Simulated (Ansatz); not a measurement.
The calculation used Ansatz, DFT LDA, scalar-relativistic, plane waves, PAW.

Structure of C:

```
CELL_PARAMETERS angstrom
1.24651 0.71967 14.33179
-1.24651 0.71967 14.33179
0.00000 -1.43934 14.33179
ATOMIC_POSITIONS crystal
C 0.01778 0.01778 0.01778
C 0.98222 0.98222 0.98222
C 0.17260 0.17260 0.17260
C 0.82740 0.82740 0.82740
C 0.20814 0.20814 0.20814
C 0.79186 0.79186 0.79186
C 0.26814 0.26814 0.26814
C 0.73186 0.73186 0.73186
C 0.30368 0.30368 0.30368
C 0.69632 0.69632 0.69632
C 0.41047 0.41047 0.41047
C 0.58953 0.58953 0.58953
C 0.44658 0.44658 0.44658
C 0.55342 0.55342 0.55342
```

Cutoff 420 eV; k points 12×12×12 on the computed 14-atom cell (Γ-centred); Gaussian smearing, width 0.02 eV; no spin polarisation.

Levels along Γ–T–H2 | H0–L–Γ–S0 | S2–F–Γ, in eV from a zero inside the gap, sorted by energy at each point. Points in fractions of the primitive reciprocal vectors: Γ (0.000 0.000 0.000), T (0.500 0.500 0.500), H2 (0.832 0.168 0.500), H0 (0.500 -0.168 0.168), L (0.500 0.000 0.000), S0 (0.334 -0.334 0.000), S2 (0.666 0.000 0.334), F (0.500 0.000 0.500).
```tsv
point	k (1/Å, with 2π)	band 25	band 26	band 27	band 28	band 29	band 30	band 31
Γ	0.000	-3.03	-2.38	-2.23	-2.23	3.20	3.20	3.31
-	0.044	-2.94	-2.42	-2.25	-2.25	3.21	3.21	3.34
-	0.088	-2.81	-2.54	-2.28	-2.28	3.25	3.25	3.42
-	0.132	-2.69	-2.69	-2.33	-2.33	3.31	3.31	3.54
-	0.175	-2.58	-2.58	-2.40	-2.40	3.39	3.39	3.62
T	0.219	-2.50	-2.50	-2.47	-2.47	3.47	3.47	3.53
-	0.554	-3.60	-3.48	-3.02	-2.99	3.45	3.58	3.80
-	0.888	-5.16	-4.88	-3.97	-3.80	3.81	3.96	4.24
-	1.222	-6.82	-6.57	-5.14	-4.89	3.78	4.18	4.74
-	1.557	-7.23	-6.96	-6.39	-6.27	3.43	3.95	4.64
H2	1.891	-7.66	-7.43	-7.04	-6.98	3.11	3.60	4.15
H0	1.891	-7.66	-7.43	-7.04	-6.98	3.11	3.60	4.15
-	2.061	-7.56	-7.51	-6.93	-6.61	3.39	3.41	4.25
-	2.230	-7.64	-6.80	-6.78	-6.28	3.39	3.64	4.58
-	2.400	-6.67	-6.52	-6.24	-6.08	3.53	3.54	4.60
-	2.570	-6.35	-6.08	-5.87	-5.58	3.14	3.16	3.39
L	2.740	-6.15	-6.11	-5.77	-5.21	2.54	2.56	3.31
-	3.031	-5.95	-5.87	-5.43	-5.00	2.35	2.50	3.34
-	3.322	-5.36	-5.21	-4.64	-4.38	2.38	2.68	3.44
-	3.614	-4.46	-4.28	-3.60	-3.49	2.78	3.16	3.83
-	3.905	-3.39	-3.24	-2.74	-2.61	3.26	3.61	3.75
Γ	4.197	-3.03	-2.38	-2.23	-2.23	3.20	3.20	3.31
-	4.533	-3.80	-3.19	-2.91	-2.75	3.42	3.69	3.81
-	4.870	-5.38	-4.77	-4.41	-3.59	3.59	4.13	4.46
-	5.207	-6.90	-6.10	-5.29	-4.90	3.93	4.32	4.51
-	5.544	-7.40	-7.26	-6.43	-6.14	3.33	3.66	4.57
S0	5.881	-7.72	-7.42	-7.03	-6.98	3.11	3.60	4.15
S2	5.881	-7.72	-7.42	-7.03	-6.98	3.11	3.60	4.15
-	6.048	-7.29	-7.27	-6.94	-6.92	3.02	3.91	4.29
-	6.215	-7.38	-7.14	-6.52	-6.35	3.08	4.30	4.32
-	6.382	-6.98	-6.95	-6.11	-5.91	3.16	4.24	4.41
-	6.550	-6.33	-6.13	-5.72	-5.63	3.02	3.15	3.47
F	6.717	-6.17	-5.84	-5.48	-5.47	2.44	2.84	2.91
-	7.009	-5.89	-5.61	-5.34	-5.19	2.23	2.77	2.93
-	7.302	-5.32	-4.81	-4.70	-4.51	2.31	2.85	3.21
-	7.594	-4.76	-4.01	-3.64	-3.56	2.76	3.26	3.66
-	7.887	-3.26	-3.22	-2.75	-2.63	3.24	3.63	3.78
Γ	8.179	-3.03	-2.38	-2.23	-2.23	3.20	3.20	3.31
```

Cost: 1 run of about 1.7 core-minutes, on Intel Xeon 6975P-C (Granite Rapids) (shared hosts).